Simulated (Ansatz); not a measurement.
ZrGe in space group P6/mmm (No. 191; Zr on 3f, Ge on 1a, Ge on 2d) under volume change, DFT-HSE06 in the program Ansatz with PAW potentials, shape and atoms relaxed at each volume.

```tsv
V (Å³/atom)	E − E(relaxed) (meV/atom)	P (GPa)
21.222	65.3	10.85
21.922	?	?
22.621	6.5	3.07
23.321	0.0	0.00
24.021	6.0	-2.68
24.720	22.9	-5.00
25.420	?	?
```

**Question.** Complete the blanks.

**Answer.** 
- 21.922, E − E(relaxed) (meV/atom): 27.5
- 21.922, P (GPa): 6.62
- 25.420, E − E(relaxed) (meV/atom): 49.2
- 25.420, P (GPa): -6.98

**Question.** What does a third-order Birch–Murnaghan fit give for V₀, B₀ and B′?

**Answer.** V₀ = 23.32 Å³/atom, B₀ = 95.7 GPa, B′ = 3.9.

A made-up cell: these elements were put on the sites of a structure type; neither database checked (COD, Materials Project) lists it. Whether it is the stable phase at ambient conditions was not checked. The cell was relaxed with HSE06 under the symmetry of its start; its stability against distortions is not shown here. No spin polarisation was allowed. The hybrid run found no gap, on a coarse k-mesh.

Potentials: the later of the program's two PAW sets.
